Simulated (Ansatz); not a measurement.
TiC, DFT, PBEsol, all-electron LAPW, scalar-relativistic (Ansatz 0.2.0), run on 1 thread of AMD EPYC 9R45 96-Core Processor (Zen 5) on a shared host.

The geometry is COD entry 9012564, unchecked; take it as a test cell. The listed cell was then made from it by scaling, straining or moving an atom.

Command: `ansatz run input.yaml --threads 1 --pin off --max-ram 3072MiB --backend cpu --events-out ev --progress --plain --runs-dir out`

```yaml
crystal:
  lattice:
    - [0.0, 2.14236, 2.164]
    - [2.14236, 0.0, 2.164]
    - [2.14236, 2.14236, 0.0]
  atoms:
    - { symbol: Ti, position: [0.0, 0.0, 0.0] }
    - { symbol: C, position: [0.5, 0.5, 0.5] }
kpoints:
  mp_grid: { grid: [16, 16, 16] }
  band_path:
    path:
      - [0.0, 0.0, 0.0]
      - [0.0, 0.5, 0.5]
      - [0.25, 0.75, 0.5]
      - [0.0, 0.5, 0.0]
      - [0.0, 0.0, 0.0]
      - [0.5, 0.5, 0.0]
      - [0.3725125, 0.6274875, 0.0]
      - [-0.3725125, 0.3725125, 0.0]
      - [0.0, 0.0, 0.0]
    npoints: 5
scf:
  occupations: { method: fermi_dirac, width: 0.03 }
hamiltonian:
  xc: pbesol
  pseudopotentials: { kind: all_electron, lapw: { basis_error: 0.001 } }
output:
  forces: true
  stress: true
  eigenvalues: true
```

Task: How large is the problem that the program sets up?

Result: 349 irreducible k-points, 259 plane waves at Γ, 16 bands.

Task: About how long does it take, and how much memory does it use?

Result: 13 s of wall time for 9 SCF iterations, with a peak of 0.72 GiB. Times on shared machines scatter by tens of per cent.
